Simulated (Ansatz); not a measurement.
LuB2Os3 in space group P6/mmm (No. 191; B on 2c, Os on 3g, Lu on 1a) at seven volumes, plane-wave PAW LDA (Ansatz code), shape and atoms relaxed at each. One row is withheld.

```csv
V (Å³/atom),P (GPa)
11.567,?
11.949,20.83
12.330,9.58
12.711,-0.01
13.093,-8.17
13.474,-15.11
13.855,-21.01
```

Task: Fit the shown pressures and predict the withheld one.

Result: P = (3/2)B₀(x^(7/2) − x^(5/2))[1 + (3/4)(B′ − 4)(x − 1)] with x = (V₀/V)^(2/3). Least squares on the six rows gives V₀ = 12.711 Å³/atom, B₀ = 294 GPa, B′ = 4.38. At V = 11.567, x = 1.0649 and P = 34.11 GPa. The run itself gave 34.07 GPa.

The workflow started from an entry of the Crystallography Open Database (COD). Whether it is the stable phase at ambient conditions was not checked. The LDA relaxation kept the symmetry of its start; of distortions, only those at the zone centre were tested, and some modes there are weakly imaginary. The run is not spin-polarised. Spin–orbit coupling is left out wherever it is not named.

Potentials: the later of the program's two PAW sets.
